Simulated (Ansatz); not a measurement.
Rh:
```
CELL_PARAMETERS angstrom
      0.00000     1.87690     1.87690
      1.87690     0.00000     1.87690
      1.87690     1.87690     0.00000
ATOMIC_POSITIONS crystal
  Rh 0.00000 0.00000 0.00000
```

Relaxed with LDA. Special points in fractions of this cell's reciprocal vectors: Γ (0.000, 0.000, 0.000); X (0.500, 0.000, 0.500); U (0.625, 0.250, 0.625); K (0.375, 0.375, 0.750); L (0.500, 0.500, 0.500); W (0.500, 0.250, 0.750).

Question: List the band energies nearest the Fermi level at these points for plane-wave PAW LDA (Ansatz code).

Answer: In eV from the Fermi level; about four levels below and three above (degenerate sets whole), none deeper than 8.9 eV; … stands for higher levels left out; points with the same levels are listed once.

```tsv
k	below	above
Γ	-8.34 -3.30 -3.30 -3.30	…
X	-6.72 -6.34	0.61 1.07 1.07
U	-5.87 -5.07 -2.20 -0.73	0.41 …
L	-6.50 -3.37 -3.37	0.63 0.63 …
W	-5.34 -4.05 -4.05 -1.29	1.07 …
```

Space group Fm-3m (fcc (Cu type)). Symmetry was held in the LDA relaxation. No spin polarisation was allowed. Scalar-relativistic: spin–orbit coupling is off unless named, which matters more the heavier the elements.

Potentials: the later of the program's two PAW sets.
